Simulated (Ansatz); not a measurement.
CsPbBr₃ (cubic perovskite)

```
CsPbBr3
1.0
    5.93761     0.00000     0.00000
    0.00000     5.93761     0.00000
    0.00000     0.00000     5.93761
Cs Pb Br
1 1 3
Direct
  0.00000   0.00000   0.00000
  0.50000   0.50000   0.50000
  0.00000   0.50000   0.50000
  0.50000   0.50000   0.00000
  0.50000   0.00000   0.50000
```

Equation-of-state scan: isotropic scaling of the cell above, V₀ being its volume. Symmetry pins the atoms to their sites.

All values below come from r2SCAN (plane waves to 500 eV, PAW, scalar-relativistic; Ansatz, an electronic-structure program). k mesh 6×6×6 (Γ-centred), Fermi-Dirac smearing 0.05 eV. Energies are smeared free energies. Compression counts positive. CsPbBr3 was relaxed with its symmetry unable to fall. Spin-orbit coupling is left out, though Pb is heavy. This is a high-temperature form of CsPbBr3. ΔE is measured from the relaxed starting cell.

```csv
V (Å³/atom),ΔE (meV/atom)
37.680,33.8
38.726,18.0
39.773,7.6
40.820,1.8
41.866,0.0
42.913,1.6
43.960,withheld
45.006,13.5
46.053,23.0
```

**Question.** Fit a third-order Birch-Murnaghan form (E₀, V₀, B₀, B₀′ free) to the given rows and predict ΔE at V = 43.960.

**Answer.** Least squares on the 8 given rows: ΔE = E₀ + (9V₀B₀/16)·y²·[2 + (B₀′ − 4)y], y = (V₀/V)^(2/3) − 1, with V₀ = 41.866 Å³/atom, B₀ = 21.15 GPa (160.2 GPa = 1 eV/Å³; the term in eV is multiplied by 1000), B₀′ = 4.75, E₀ = -0.02 meV/atom; root-mean-square residual 0.02 meV/atom. At 43.960 the fit gives 6.3 meV/atom; the calculation gives 6.3 meV/atom, the same to the digits shown. For the pressure the fit gives -0.92 GPa against the computed -0.92 GPa.

(A scan under strain: stresses follow from slopes of the energy per volume, elastic moduli from its curvatures.)
